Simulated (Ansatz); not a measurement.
TiO₂ (rutile)

```xyz
6
Lattice="4.5973 0.0000 0.0000 0.0000 4.5973 0.0000 0.0000 0.0000 2.9543" Properties=species:S:1:pos:R:3 pbc="T T T"
Ti     0.0000     0.0000     0.0000
Ti     2.2987     2.2987     1.4771
O      1.4004     1.4004     0.0000
O      3.6991     0.8983     1.4771
O      0.8983     3.6991     1.4771
O      3.1969     3.1969     0.0000
```

Two coordinates are scanned: the volume, and the ratio of the stretch along z (the conventional c axis) to the stretch across it. Atoms keep their fractional coordinates.

Method: r2SCAN (plane waves to 500 eV, PAW, scalar-relativistic; Ansatz, a quantum-chemistry and plane-wave program). k mesh 7×7×11 (Γ-centred), Fermi-Dirac smearing 0.05 eV. Compression counts positive. As the atoms are clamped, bonds stretch with the cell, which overstates energies and stresses. The PAW data are Ansatz's earlier set. TiO2 is run without spin polarisation. TiO2 was relaxed with its symmetry unable to fall.

At one point of the scan the stress tensor (GPa) is:

```
   11.4      0.0      0.0
    0.0     11.4      0.0
    0.0      0.0      8.1
```

Task: Which point is it?
(A) V/V₀ = 0.960, (c/a)/(c/a)₀ = 1.000
(B) V/V₀ = 0.920, (c/a)/(c/a)₀ = 0.980
(C) V/V₀ = 0.960, (c/a)/(c/a)₀ = 0.960
(D) V/V₀ = 0.960, (c/a)/(c/a)₀ = 1.020

Result: D, V/V₀ = 0.960, (c/a)/(c/a)₀ = 1.020

(A scan under strain: stresses follow from slopes of the energy per volume, elastic moduli from its curvatures.)
